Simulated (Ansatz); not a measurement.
Consider the following.

GaSb:
```cif
data_Ga3Sb3
_chemical_formula_sum 'Ga3 Sb3'
_space_group_name_H-M_alt 'P 1'
_space_group_IT_number 1
_cell_length_a 4.34526
_cell_length_b 4.34526
_cell_length_c 9.41334
_cell_angle_alpha 90.000
_cell_angle_beta 90.000
_cell_angle_gamma 120.000
loop_
_space_group_symop_operation_xyz
  'x, y, z'
loop_
_atom_site_label
_atom_site_type_symbol
_atom_site_fract_x
_atom_site_fract_y
_atom_site_fract_z
_atom_site_occupancy
Ga1 Ga 0.50044 0.00000 0.66667 1
Ga2 Ga 0.00000 0.50044 0.33333 1
Ga3 Ga 0.49956 0.49956 0.00000 1
Sb1 Sb 0.50029 0.00000 0.16667 1
Sb2 Sb 0.00000 0.50029 0.83333 1
Sb3 Sb 0.49971 0.49971 0.50000 1
```

This is the PBEsol-relaxed structure.

Problem. All from PBEsol in the plane-wave PAW code Ansatz, unless another level is named. Estimate the electronic character.

Solution. metallic (no gap).

Problem. Give the density of states at the Fermi level.

Solution. 0.04 states/eV per atom (mean over ±0.08 eV).

Problem. And the formation energy from the elements (no fitted shifts)?

Solution. -0.009 eV/atom.

Space group P6_222. The start of the workflow was typed in or built on a structure type; neither database checked (COD, Materials Project) lists it. It is not the phase usual at ambient conditions (space group No. 216). The cell was relaxed with PBEsol under the symmetry of its start; whether a distortion lowers the energy is not shown. A small band overlap can be real or an error of a semilocal functional. The references are the lowest solids computed at this level, not always the standard phases. Spin–orbit coupling is left out wherever it is not named.

Potentials: the earlier of the program's two PAW sets. The files were generated under PBE; for other functionals the program regenerates the frozen cores, and for LDA and PBEsol the local potential too.
